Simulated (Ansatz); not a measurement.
**A plane-wave run on Ta₄Mn₄GaTe₄**

The input, for Ansatz 0.2.0 (plane waves, PAW):

```yaml
crystal:
  lattice:
    - [0.0, 5.142489, 5.142489]
    - [5.142489, 0.0, 5.142489]
    - [5.142489, 5.142489, 0.0]
  atoms:
    - { symbol: Ta, position: [0.5985, 0.5985, 0.5985] }
    - { symbol: Ta, position: [0.2045, 0.5985, 0.5985] }
    - { symbol: Ta, position: [0.5985, 0.5985, 0.2045] }
    - { symbol: Ta, position: [0.5985, 0.2045, 0.5985] }
    - { symbol: Te, position: [0.86367, 0.86367, 0.86367] }
    - { symbol: Te, position: [0.40899, 0.86367, 0.86367] }
    - { symbol: Te, position: [0.86367, 0.86367, 0.40899] }
    - { symbol: Te, position: [0.86367, 0.40899, 0.86367] }
    - { symbol: Mn, position: [0.36673, 0.36673, 0.36673] }
    - { symbol: Mn, position: [0.89981, 0.36673, 0.36673] }
    - { symbol: Mn, position: [0.36673, 0.36673, 0.89981] }
    - { symbol: Mn, position: [0.36673, 0.89981, 0.36673] }
    - { symbol: Ga, position: [0.0, 0.0, 0.0] }
  symmetry: { tolerance: 0.0003 }
kpoints:
  mp_grid: { grid: [5, 5, 5], shift: [0, 0, 0] }
  band_path:
    path:
      - [-0.375, 0.0, 0.375]
      - [0.0, 0.0, 0.0]
      - [0.0, 0.0, 0.5]
      - [-0.5, -0.25, 0.25]
      - [-0.5, -0.5, 0.0]
    npoints: 13
magnetization:
  spin_polarized: false
scf:
  occupations: { method: gaussian, width: 0.014 }
  lower_state_search: "off"
  max_iter: 200
hamiltonian:
  pseudopotentials: { kind: paw }
  xc: mr2scan
basis:
  ecutwfc: 500
  fft_grid_basis: typed
output:
  forces: true
  stress: true
  eigenvalues: true
  bader: true
  populations: true
  elf: true
  write_potential: true
  volumetric_format: npy
  dos:
    e_range: [-12, 8]
    de: 0.05
    projected: { site_lists: { Ga: [Ga], Mn: [Mn], Ta: [Ta], Te: [Te] } }
checkpoint:
  read: saved_state
```

The run starts from an earlier solution of this cell. 

Excerpt of what it printed:

```
SCF iter   1: F=-87149.3703 eV  Δρ=4.24e-3  dr2=6.06e-3  dr2_τ=9.74e-3
SCF iter   2: F=-87149.3747 eV  Δρ=8.14e-4  dr2=1.61e-3  dr2_τ=5.88e-5
SCF iter   3: F=-87149.3747 eV  Δρ=5.88e-4  dr2=1.22e-3  dr2_τ=1.42e-5
SCF iter   4: F=-87149.3755 eV  Δρ=2.71e-4  dr2=3.35e-4  dr2_τ=4.19e-6
SCF iter   5: F=-87149.3757 eV  Δρ=2.14e-4  dr2=1.37e-4  dr2_τ=1.13e-6
SCF iter   6: F=-87149.3758 eV  Δρ=8.24e-5  dr2=3.44e-5  dr2_τ=5.03e-7
SCF iter   7: F=-87149.3757 eV  Δρ=3.20e-5  dr2=1.95e-6  dr2_τ=2.81e-7
SCF iter   8: F=-87149.3757 eV  Δρ=1.17e-5  dr2=4.07e-7  dr2_τ=1.76e-8
SCF iter   9: F=-87149.3757 eV  Δρ=7.54e-6  dr2=1.76e-7  dr2_τ=1.83e-9
SCF iter  10: F=-87149.3757 eV  Δρ=2.91e-6  dr2=1.99e-8  dr2_τ=5.23e-10
Free energy (F): -87149.3757 eV
Harris-Foulkes:  -87149.3757 eV  (|F-HF|=1.07e-8)
Internal energy: -87149.3712 eV  (E = F + TS)
E sigma→0 (E₀):  -87149.3735 eV
Entropy (-TS):   -0.0045 eV (-0.347 meV/atom)
Fermi energy:    13.3678 eV
--- Per-component energies (eV) ---
  E_band       = -2662.4717
  E_kinetic    = 3566.5123
  E_local      = -18961.1567  (includes V_loc(G=0)·N_el)
  E_nonlocal   = 232.7810
  E_hartree    = 9087.5041
  E_xc         = -1787.0137
  E_vxc        = -2051.2881  (∫ρ·V_xc dr)
  E_paw        = -59689.5335  (= ΣΔE_a)
  E_vpaw       = -3744.4911  (= ΣTr[D̂ρ^β])
  E_aug_tail   = 0.0001  (compensation charges beyond the density's cutoff)
  E_vtau       = 120.1676  (kinetic-family band-sum trace: ∫τ·v_τ [+ j·A + Jᵃ·Aᵃ] dr)
  E_ewald      = -19594.7939
  E_core_change = -3.6709  (= ΣΔE_core)
  E_smearing   = -0.0045  (= −TS)
--- Stress (GPa, compression-positive) ---
       12.7905       0.0000       0.0000
        0.0000      12.7905       0.0000
        0.0000       0.0000      12.7905
  P = ⅓ Tr σ = 12.7905 GPa (127.905 kbar)
--- Löwdin populations: 13 sites ---
  site symbol       q [e]
     0     Ta     12.8474
     1     Ta     12.8474
     2     Ta     12.8474
     3     Ta     12.8474
     4     Te     15.8669
     5     Te     15.8669
     6     Te     15.8669
     7     Te     15.8669
     8     Mn     14.9377
     9     Mn     14.9377
    10     Mn     14.9377
    11     Mn     14.9377
    12     Ga     13.3227
  spilling = 0.0057 (of n_electrons = 189.0000)
```

Origin: a known structure type with other elements, at an estimated volume, so it need not be a known compound. Caveats: no spin polarisation, so a magnetic state may lie lower; m-r2SCAN is r2SCAN with a changed spin dependence that lowers moments.
